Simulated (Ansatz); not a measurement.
GaN:
Space group F-43m (No. 216); a = b = c = 4.4984 Å, α = β = γ = 90.00°

| atom | site | symmetry | x | y | z |
|---|---|---|---|---|---|
| Ga | 4a | -43m | 0.0000 | 0.0000 | 0.0000 |
| N | 4d | -43m | 0.7500 | 0.7500 | 0.7500 |
(The calculation used a cell of 2 atoms; values per cell refer to that cell.)

Relaxed with PBEsol. Independent-particle spectrum: no excitons, no local fields, no scissors shift; 0.1 eV broadening; ε₁ of the summed bands alone.

Problem. Tabulate the dielectric function from plane-wave PAW PBEsol (Ansatz code).

Solution. 

| E (eV) | ε₁ xx | ε₂ xx |
|---|---|---|
| 0.0 | 6.04 | 0.00 |
| 0.3 | 6.05 | 0.00 |
| 0.6 | 6.10 | 0.00 |
| 0.9 | 6.20 | 0.00 |
| 1.2 | 6.36 | 0.00 |
| 1.5 | 6.66 | 0.00 |
| 1.8 | 7.23 | 0.56 |
| 2.1 | 6.97 | 1.07 |
| 2.4 | 6.80 | 1.29 |
| 2.7 | 6.71 | 1.43 |
| 3.0 | 6.67 | 1.54 |
| 3.3 | 6.67 | 1.65 |
| 3.6 | 6.72 | 1.75 |
| 3.9 | 6.82 | 1.86 |
| 4.2 | 6.97 | 2.00 |
| 4.5 | 7.19 | 2.18 |
| 4.8 | 7.51 | 2.44 |
| 5.1 | 7.97 | 2.84 |
| 5.4 | 8.64 | 3.67 |
| 5.7 | 8.02 | 5.22 |
| 6.0 | 8.55 | 5.58 |
| 6.3 | 7.86 | 8.06 |
| 6.6 | 5.68 | 8.41 |
| 6.9 | 4.58 | 8.48 |
| 7.2 | 3.27 | 8.66 |
| 7.5 | 1.55 | 8.17 |
| 7.8 | 0.29 | 6.59 |
| 8.1 | 0.58 | 4.07 |
| 8.4 | 3.08 | 3.26 |
| 8.7 | 5.30 | 4.55 |
| 9.0 | 2.96 | 9.84 |
| 9.3 | 1.22 | 7.46 |
| 9.6 | 0.48 | 7.67 |
| 9.9 | -1.10 | 6.55 |
| 10.2 | -0.74 | 5.02 |
| 10.5 | 0.10 | 4.77 |
| 10.8 | 0.19 | 5.00 |
| 11.1 | 0.98 | 5.38 |
| 11.4 | -0.96 | 8.12 |
| 11.7 | -2.88 | 6.14 |
| 12.0 | -3.15 | 4.89 |

Problem. From ε at 2.3 eV (xx: 6.85 + 1.24i), find n, k, the normal reflectivity and the absorption coefficient.

Solution. n = 2.63, k = 0.236, R = 20 %, α = 2kE/ħc = 55000 cm⁻¹.

With all bands, ε∞ without local fields is 6.19. DFPT, with local fields, gives 6.00.

Symmetry was held in the PBEsol relaxation. Scalar-relativistic: spin–orbit coupling is off unless named, which matters more the heavier the elements.

Potentials: the earlier of the program's two PAW sets. The files were generated under PBE; for other functionals the program regenerates the frozen cores, and for LDA and PBEsol the local potential too.
